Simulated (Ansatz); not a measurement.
# TaF3, a database entry at a rescaled volume

```
Ta F
1.0
     3.87128    0.00000    0.00000
     0.00000    3.87128    0.00000
     0.00000    0.00000    3.87128
Ta F
1 3
Direct
  0.00000 0.00000 0.00000
  0.50000 0.00000 0.00000
  0.00000 0.50000 0.00000
  0.00000 0.00000 0.50000
```

Method: PBE, no spin polarisation; PAW, plane waves to 420 eV, 9×9×9 Γ-centred mesh, fermi-dirac occupations (width 0.1 eV) (Ansatz 0.2.0), atoms fixed.

Task: How is the charge shared?

Result: Bader charges in e: Ta +2.27, F -0.76. In the mean Ta gives up most and F takes most.

Task: Is there a gap?

Result: It is a metal, with about 2.4 states/eV a cell as the mean within 0.25 eV of the Fermi level, mostly Ta d (82 %).

Task: Is the cell too large or too small?

Result: The pressure is 30.7 GPa (compression positive), so with the atoms held at these fractions the cell would first expand.

Task: What do density and ELF say about some of the short contacts?

Result: Ta–F at 1.94 Å: least valence density 0.78 e/Å³ and ELF 0.13 there. These are pseudo-fields; inside the PAW spheres they differ from the all-electron ones.

Origin: a database entry at a rescaled volume. Caveats: many states at the Fermi level without spin polarisation, so a magnetic state may lie lower; atoms or cell far from equilibrium.
